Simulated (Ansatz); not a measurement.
SrTiO₃ (cubic perovskite)

```
SrTiO3
1.0
    3.93649     0.00000     0.00000
    0.00000     3.93649     0.00000
    0.00000     0.00000     3.93649
Sr Ti O
1 1 3
Direct
  0.00000   0.00000   0.00000
  0.50000   0.50000   0.50000
  0.00000   0.50000   0.50000
  0.50000   0.50000   0.00000
  0.50000   0.00000   0.50000
```

The volume is varied about the relaxed value V₀ at fixed cell shape. Symmetry pins the atoms to their sites.

All values below come from PBE (plane waves to 420 eV, PAW, scalar-relativistic; Ansatz, a quantum-chemistry and plane-wave program). k mesh 8×8×8 (Γ-centred), Fermi-Dirac smearing 0.05 eV. Energies are smeared free energies. Compression counts positive. SrTiO3 is run without spin polarisation. SrTiO3 was relaxed with its symmetry unable to fall. The PAW data are Ansatz's earlier set. The zero of ΔE is the relaxed starting cell.

The scan covers V/V₀ from 0.900 to 1.100 in 11 points.

What is the fitted pressure derivative B₀′?

4.4.

What bulk modulus B₀ follows from a third-order Birch-Murnaghan fit?

170 GPa.

(A scan under strain: stresses follow from slopes of the energy per volume, elastic moduli from its curvatures.)
